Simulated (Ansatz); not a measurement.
# Sn₃GeTe₄: stable or not

The structure comes from a generated guess, relaxed at this level; another structure or a mixture of phases may lie lower.

All numbers below come from DFT PBE, scalar-relativistic, plane waves, PAW (Ansatz 0.2.0). Settings of the last relaxation (8-atom cell): 420 eV, 6×6×6 k points, Gaussian smearing of 0.01 eV, no spin polarisation.

```cif
data_structure
_symmetry_space_group_name_H-M 'Cm'
_symmetry_Int_Tables_number 8
_cell_length_a 9.1245
_cell_length_b 8.9325
_cell_length_c 7.7321
_cell_angle_alpha 90.000
_cell_angle_beta 124.739
_cell_angle_gamma 90.000
_cell_volume 517.88
loop_
_atom_site_label
_atom_site_type_symbol
_atom_site_symmetry_multiplicity
_atom_site_Wyckoff_symbol
_atom_site_fract_x
_atom_site_fract_y
_atom_site_fract_z
_atom_site_occupancy
Sn1 Sn 4 b 0.00822 0.74769 0.50244 1
Sn2 Sn 2 a 0.51454 0.50000 0.01531 1
Ge1 Ge 2 a 0.03879 0.50000 0.01818 1
Te1 Te 4 b 0.23119 0.25923 0.99364 1
Te2 Te 2 a 0.73824 0.50000 0.49979 1
Te3 Te 2 a 0.22987 0.50000 0.47456 1
```

Energies over the elements count from the elements' standard structures at the same level, with no fitted energy shifts. The references include grey tin.

Question: These tests were run: energy against the elements; phonons at Γ. What do they show?

Answer:

```csv
test,result
energy against the elements,−0.229 eV/atom
phonons at Γ,lowest optical mode 37 cm⁻¹
```

It fails none of these tests. Other phases of the system weren't compared here, so this isn't yet thermodynamic stability. Phonons away from Γ weren't computed.

Spin–orbit coupling, which can matter for Te, is left out. The reference form of Te is held partly by dispersion forces, which this level lacks. The run for the phonons used a 6×6×6 k mesh.
